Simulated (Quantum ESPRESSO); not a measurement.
# Sc6AgLi: a guest atom moved from site to site

Computed values, not a measurement. The program is pw.x of Quantum ESPRESSO 7.5 (plane-wave density functional theory). The cell is made up: eight metal atoms on a face-centred cubic lattice, with elements, volume, strain and displacements drawn at random and not relaxed, so it may be unstable or far from any real phase. PseudoDojo standard norm-conserving files set the functional (PBE unless stated); there is no spin polarisation or spin-orbit coupling, the Fermi-Dirac width of 0.25 eV means electrons at about 2900 K, and the masses in the input are unused placeholders. A spin test at this wide smearing found no moment, but such smearing suppresses magnetism that the real alloy may have.

The runs move one Li atom among sites that otherwise hold Sc. Cell, positions, cutoff, mesh and smearing stay as in the input of run 1; sites are counted in its order. Stress in the tables is positive in tension.

Input of run 1:

```
&control calculation='scf', pseudo_dir='./dojo.nc.sr.pbe.v0_5.standard.upf', outdir='./o', disk_io='minimal', tprnfor=.true., tstress=.true. /
&system ibrav=0, nat=8, ntyp=3, nbnd=60, ecutwfc=82.02448710, nosym=.true., tot_charge=0,
 occupations='smearing', smearing='fd', degauss=0.0183746611
/
&electrons conv_thr=1.470e-08, electron_maxstep=70, mixing_beta=0.5 /
ATOMIC_SPECIES
Ag 1.0 Ag.upf
Li 1.0 Li.upf
Sc 1.0 Sc.upf
CELL_PARAMETERS angstrom
-0.0214 4.4409 4.4016
4.4768 -0.0209 4.4009
4.4381 4.4016 0.0179
ATOMIC_POSITIONS angstrom
Sc 0.0202 -0.0731 0.0158
Ag 2.2525 2.1924 -0.0562
Li 2.3283 0.0853 2.2409
Sc 4.5049 2.2012 2.2562
Sc -0.015 2.2366 2.1952
Sc 2.2257 4.4361 2.1971
Sc 2.1491 2.2257 4.3601
Sc 4.5135 4.504 4.4458
K_POINTS automatic
5 5 5 1 1 1
```

```
run  elements on sites 1 to 8  free energy less that of run 1 (eV)  -TS (eV)  pressure (GPa)  stress xx (GPa)  stress yy (GPa)  stress zz (GPa)  stress yz (GPa)  stress xz (GPa)  stress xy (GPa)  iterations
  1   Sc Ag Li Sc Sc Sc Sc Sc                                0.000    -2.304            3.85            -3.05            -4.25            -4.26             0.46             0.13            -0.52          17
  2   Sc Ag Sc Sc Li Sc Sc Sc                               -0.004    -2.303            3.81            -4.15            -3.12            -4.18             0.13             0.47            -0.52          16
  3   Sc Ag Sc Sc Sc Li Sc Sc                                0.007    -2.307            3.85            -3.02            -4.26            -4.25            -0.24             0.07            -0.52          17
  4   Sc Ag Sc Sc Sc Sc Li Sc                               -0.101    -2.449            3.23            -3.21            -3.25            -3.25             0.11             0.11            -0.47          16
  5   Sc Ag Sc Sc Sc Sc Sc Li                               -0.034    -2.299            3.79            -4.11            -4.18            -3.09             0.09             0.10            -0.10          16
```

Forces Fx Fy Fz (eV/Å):

| site | run 1 | run 2 | run 3 | run 4 | run 5 |
| --- | --- | --- | --- | --- | --- |
| 1 | -0.12 0.37 -0.01 | -0.10 0.31 -0.01 | -0.14 0.37 0.04 | 0.11 0.17 0.06 | -0.05 0.39 0.03 |
| 2 | -0.05 0.05 0.22 | 0.05 0.02 0.17 | -0.02 0.01 0.19 | -0.03 0.06 0.23 | 0.03 0.00 0.19 |
| 3 | -0.21 -0.19 -0.15 | -0.41 -0.33 -0.36 | -0.45 -0.32 -0.33 | -0.43 -0.17 -0.21 | -0.39 -0.34 -0.40 |
| 4 | 0.07 0.12 0.24 | 0.18 0.20 0.26 | 0.18 0.18 0.28 | 0.17 0.25 0.27 | 0.15 0.23 0.25 |
| 5 | -0.03 -0.01 -0.36 | 0.00 -0.02 -0.13 | -0.07 -0.13 -0.34 | -0.01 -0.06 -0.35 | 0.01 -0.03 -0.33 |
| 6 | 0.01 -0.09 0.07 | 0.05 -0.05 0.05 | 0.00 -0.04 0.04 | 0.04 -0.15 0.11 | -0.06 -0.14 0.03 |
| 7 | 0.71 0.12 0.24 | 0.61 0.24 0.30 | 0.75 0.31 0.30 | 0.36 0.09 0.18 | 0.52 0.09 0.36 |
| 8 | -0.38 -0.38 -0.25 | -0.38 -0.36 -0.28 | -0.25 -0.38 -0.17 | -0.20 -0.19 -0.29 | -0.20 -0.19 -0.12 |

The sites are displaced and not relaxed, so the energy differences mix bonding between neighbours with strain and are not ordering energies. A rerun of one cell of this series at a higher cutoff and on a denser mesh moved values by no more than 0.002 eV in energy, 0.03 GPa in stress and 0.003 eV/Å in force, and a second program with other atomic files agreed on that cell to 2 % rms in force and 0.5 GPa in pressure.